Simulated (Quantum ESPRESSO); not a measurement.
Space group P2₁/m (No. 11); a = 3.8850 Å, b = 3.8808 Å, c = 5.4685 Å, α = γ = 90.00°, β = 97.28°

```
atom  site  symmetry       x       y       z
----  ----  --------  ------  ------  ------
Cl      2e         m  0.2906  0.2500  0.7360
Ag      2e         m  0.1900  0.2500  0.2190
```

The PBEsol cell relaxed from Materials Project entry mp-570687 was given an isotropic strain of +1 % on all lattice vectors, and the atoms were relaxed again.

Q: What does PBEsol (pw.x of Quantum ESPRESSO, ONCV potentials, scalar-relativistic) give for the electronic structure near the Fermi level?

A: The PBEsol gap is indirect, 0.68 eV, from C to Γ; the smallest direct gap is 2.29 eV. Another valence extremum on the path lies within 0.02 eV, too close to call. Spin-orbit splittings are left out.

This is not the ordinary phase of the substance; no match was found in the copy of COD used, and its stability was not checked.
